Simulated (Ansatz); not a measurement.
La₂O₃ (La2O3 or Ni2Al3 type, P-3m1), plane-wave PAW PBEsol (Ansatz code). The conduction-band minimum lies at K, with 2 equivalent valleys. Second derivatives d²E/dk² of the lowest band at one valley (eV·Å²), along Cartesian directions:

```
direction  d²E/dk²
---------  -------
[100]        5.651
[010]        5.651
[001]        5.768
[110]        5.651
[101]        5.713
[011]        5.713
```

Task: Find the principal effective masses, the density-of-states mass and the conductivity mass.

Result: Off-diagonal terms follow from H_xy = H[110] − (H_xx + H_yy)/2, and m*/mₑ = 7.620 eV·Å² over each eigenvalue: 1.3, 1.3, 1.3. One valley's DOS mass (m₁m₂m₃)^(1/3) = 1.3, conductivity mass 3/(Σ 1/mᵢ) = 1.3 mₑ.

Task: What effective density of states Nc follows at 300 K for parabolic valleys?

Result: Nc = 2.509e19 × 2 × (1.3)^(3/2) ≈ 7.4e19 cm⁻³.

The PBEsol relaxation kept the symmetry of its start. Spin–orbit coupling is left out wherever it is not named.

Potentials: the earlier of the program's two PAW sets. The files were generated under PBE; for other functionals the program regenerates the frozen cores, and for LDA and PBEsol the local potential too.

Edges and masses are those of Kohn–Sham bands, whose gap is no quasiparticle gap.
